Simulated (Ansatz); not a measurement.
A relaxed cell of Ge3BiH4 is given with its symmetry left out. The cell was found from a structure generator's guess, not taken from experiment.

Method: DFT PBE, scalar-relativistic, plane waves, PAW (Ansatz). Cutoff 420 eV, Γ-centred mesh, Gaussian smearing, no spin polarisation.

```yaml
crystal:
  lattice:
    - [4.72878, 0.00000, 0.00000]
    - [0.00000, 4.72878, 0.00000]
    - [0.00000, 0.00000, 4.72878]
  atoms:
    - { symbol: Ge, position: [0.00000, 0.50000, 0.50000] }
    - { symbol: Ge, position: [0.50000, 0.00000, 0.50000] }
    - { symbol: Ge, position: [0.50000, 0.50000, 0.00000] }
    - { symbol: Bi, position: [0.00000, 0.00000, 0.00000] }
    - { symbol: H, position: [0.50000, 0.50000, 0.50000] }
    - { symbol: H, position: [0.50000, 0.00000, 0.00000] }
    - { symbol: H, position: [0.00000, 0.50000, 0.00000] }
    - { symbol: H, position: [0.00000, 0.00000, 0.50000] }
```

The zero of energy is the elements' standard structures at the same level (H₂ as a molecule); no fitted shifts are applied.

Question: Find its symmetry and describe it.

Answer: Pm-3m (No. 221). Conventional cell: a = 4.729 Å. Ge is surrounded by 6 H at 2.36 Å; Bi has 6 H at 2.36 Å and 12 Ge at 3.34 Å; around H on a site of symmetry m-3m lie 6 Ge at 2.36 Å; H on a site of symmetry 4/mmm is surrounded by 2 Bi at 2.36 Å and 4 Ge at 2.36 Å.

Question: What is its formation energy per atom?

Answer: +0.70 eV/atom. It can't be a ground state, since the elements alone are lower.

Question: Is it a metal?

Answer: Yes, bands cross the Fermi level on the 8×8×8 mesh.

The last run used an 8×8×8 mesh for its 8-atom cell and Gaussian smearing of 0.10 eV. These runs have no spin–orbit coupling, which can matter for Bi. The cell is a metal run without spin; a magnetic state may lie lower. With hydrogen, zero-point motion can shift formation energies by some tens of meV/atom. Symmetry constrained the relaxation, so the result can be a saddle point.
